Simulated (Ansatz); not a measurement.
NbAs:
```xyz
2
Lattice="3.2087 0.0000 0.0000 0.0000 3.2087 0.0000 0.0000 0.0000 3.2087" Properties=species:S:1:pos:R:3 pbc="T T T"
Nb     0.0000     0.0000     0.0000
As     1.6043     1.6043     1.6043
```

Relaxed with r²SCAN. Special points in fractions of this cell's reciprocal vectors: Γ (0.000, 0.000, 0.000); X (0.000, 0.500, 0.000); M (0.500, 0.500, 0.000); R (0.500, 0.500, 0.500).

Question: List the band energies nearest the Fermi level at these points for r²SCAN (plane waves, PAW; program Ansatz).

Answer: In eV from the Fermi level; about four levels below and three above (degenerate sets whole), none deeper than 8.9 eV; points with the same levels are listed once.

| k | below | above |
|---|---|---|
| Γ | -3.18 -3.18 | 0.11 0.11 0.11 |
| X | -7.86 -2.43 -2.43 -2.25 | 2.03 3.13 6.06 |
| M | -4.86 -4.86 -2.72 -0.06 -0.06 | 2.00 2.14 3.30 |
| R | -6.56 -6.56 -6.56 | 3.43 3.43 3.65 3.65 3.65 |

Space group Pm-3m (CsCl type). The cell is a constructed one: a structure type filled with these elements; neither database checked (COD, Materials Project) lists it. COD files the formula under space group No. 109, so this cell is another polymorph or a model. Its standing as an ambient phase is unchecked. The r²SCAN relaxation kept the symmetry of its start; whether a distortion lowers the energy is not shown. No spin polarisation was allowed. Spin–orbit coupling is left out wherever it is not named.

Potentials: the later of the program's two PAW sets.
